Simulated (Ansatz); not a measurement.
Data:

ZrIr₂ (cubic Laves, MgCu2 type)

```xyz
6
Lattice="0.0000 3.6522 3.6522 3.6522 0.0000 3.6522 3.6522 3.6522 0.0000" Properties=species:S:1:pos:R:3 pbc="T T T"
Zr     3.6522     3.6522     3.6522
Zr     5.4782     5.4782     5.4782
Ir     0.9130     2.7391     2.7391
Ir     2.7391     2.7391     0.9130
Ir     2.7391     0.9130     2.7391
Ir     0.9130     0.9130     0.9130
```

The atoms are displaced by Q × the pattern below (from a DFPT mode at Γ, largest move 1; Q in Å), at fixed cell. It is one choice among 3 degenerate patterns.

```tsv
atom	x	y	z
Ir3	0.000	-0.707	0.707
Ir4	0.000	0.707	0.707
Ir5	0.000	-0.707	-0.707
Ir6	0.000	0.707	-0.707
```

Atoms not listed stay in place.

Calculation: LDA (plane waves to 420 eV, PAW, scalar-relativistic; Ansatz, a program for electronic structure). k mesh 11×11×11 (Γ-centred), Fermi-Dirac smearing 0.05 eV. Energies are smeared free energies. With partly filled bands, energies and forces of such displacements shift with the k mesh and the smearing. Spin-orbit coupling is left out, though Ir is heavy. ZrIr2 is run without spin polarisation. ZrIr2 was relaxed with its symmetry unable to fall. ΔE is measured from the undisplaced structure.

The scan covers Q from -0.440 to 0.440 Å in 13 points.

Problem. Which space group does the distorted structure have?

Solution. I-42d (No. 122), lowered from Fd-3m.

Problem. Is this a single well or a double well?

Solution. A double well: the undisplaced structure is a maximum between two minima.

Problem. Is the energy the same for equal positive and negative displacements?

Solution. Even: the same for both signs.

Problem. By a smooth curve through the points, how far does the most displaced atom move to reach the deepest minimum?

Solution. 0.26 Å from zero.

Problem. By a smooth curve, how deep is the well, measured from the undisplaced structure?

Solution. 308 meV/cell, cell held fixed.

(For displaced atoms, the force is minus the slope of the energy, and its curvature is a force constant, which sets phonon frequencies.)
